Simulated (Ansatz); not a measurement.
Stress against strain in YTe

```xyz
2
Lattice="0.0000 3.0475 3.0475 3.0475 0.0000 3.0475 3.0475 3.0475 0.0000" Properties=species:S:1:pos:R:3 pbc="T T T"
Y     0.0000    0.0000    0.0000
Te    3.0475    3.0475    3.0475
```

Atom numbers follow the list: Y1, Te2.

Conventional cell: a = 6.095 Å, b = 6.095 Å, c = 6.095 Å, α = 90.00°, β = 90.00°, γ = 90.00°. Around Y (atom 1) lie 6 Te at 3.05 Å. Te (atom 2) is surrounded by 6 Y at 3.05 Å.

The cell is COD entry 9008769, as deposited and not checked against the literature; nothing was relaxed.

Spin polarisation is left out, and whether a magnetic state lies lower isn't shown here.

Spin–orbit coupling is left out, though it moves levels of the heavy atoms by tenths of an eV or more.

The calculation used DFT, PBEsol, all-electron LAPW, scalar-relativistic (Ansatz 0.2.0).

Settings: a Γ-centred 12×12×12 k mesh, Fermi–Dirac smearing of 0.05 eV, basis error target 0.5 meV/atom, no spin polarisation.

The strain is applied along the Cartesian axes of the cell as listed (the other components stay zero). Fractional coordinates are held (clamped ions).

σ is the change of stress from the unstrained cell, which is at -0.50 GPa; tension is positive, so slopes are stress–strain coefficients at that pressure. In a metal the k mesh adds noise.

Only quantities that a quadratic follows smoothly over the whole series are listed; rougher ones are left out.

| εxx = εyy | σzz (GPa) | σxx (GPa) |
| --- | --- | --- |
| -0.0200 | -0.46 | -4.32 |
| -0.0100 | -0.23 | -2.02 |
| 0.0000 | 0.00 | 0.00 |
| 0.0200 | 0.48 | 3.28 |

Question: Fit the series and read off the stiffness at zero strain.

Answer: Least-squares fits y = p0 + p1 x + p2 x² to the rows give σzz (GPa): p1 = 23.5, p2 = 23; σxx (GPa): p1 = 190, p2 = -1300. So 2 C12 = 23 GPa and C11 + C12 = 190 GPa.

Question: One run, at εxx = εyy = 0.0100, is withheld. Predict its row.

Answer: The fits give 0.24, 1.77; the run gave 0.23, 1.76.
